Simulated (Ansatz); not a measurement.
TePt:
```yaml
crystal:
  lattice:
    - [3.42757, 0.00000, 0.00000]
    - [0.00000, 3.42757, 0.00000]
    - [0.00000, 0.00000, 3.42757]
  atoms:
    - { symbol: Pt, position: [0.00000, 0.00000, 0.00000] }
    - { symbol: Te, position: [0.50000, 0.50000, 0.50000] }
```

Relaxed with r²SCAN. Special points in fractions of this cell's reciprocal vectors: Γ (0.000, 0.000, 0.000); X (0.000, 0.500, 0.000); M (0.500, 0.500, 0.000); R (0.500, 0.500, 0.500).

Task: List the band energies nearest the Fermi level at these points for r²SCAN (plane waves, PAW; program Ansatz).

Result: In eV from the Fermi level; about four levels below and three above (degenerate sets whole), none deeper than 8.9 eV; points with the same levels are listed once.

```json
[
 {"k": "Γ", "below": "-2.66 -2.66 -2.66 -1.46 -1.46 -1.46", "above": "0.90 7.39 7.39"},
 {"k": "X", "below": "-4.44 -4.44 -4.17 -2.59 -1.82", "above": "2.57 2.57 5.26"},
 {"k": "M", "below": "-3.35 -3.35 -1.98 -1.86 -0.41", "above": "0.81 8.66 8.66"},
 {"k": "R", "below": "-7.04 -7.04 -7.04 -1.81 -1.81", "above": "1.24 1.24 1.24"}
]
```

Space group Pm-3m (CsCl type). The start of the workflow was typed in or built on a structure type; neither database checked (COD, Materials Project) lists it. COD files the formula under space group No. 166, 194. Its standing as an ambient phase is unchecked. The cell was relaxed with r²SCAN under the symmetry of its start; its stability against distortions is not shown here. No spin polarisation was allowed. Its formation energy is positive at this level, so the cell may be metastable or incomplete. Scalar-relativistic: spin–orbit coupling is off unless named, which matters more the heavier the elements.

Potentials: the later of the program's two PAW sets.
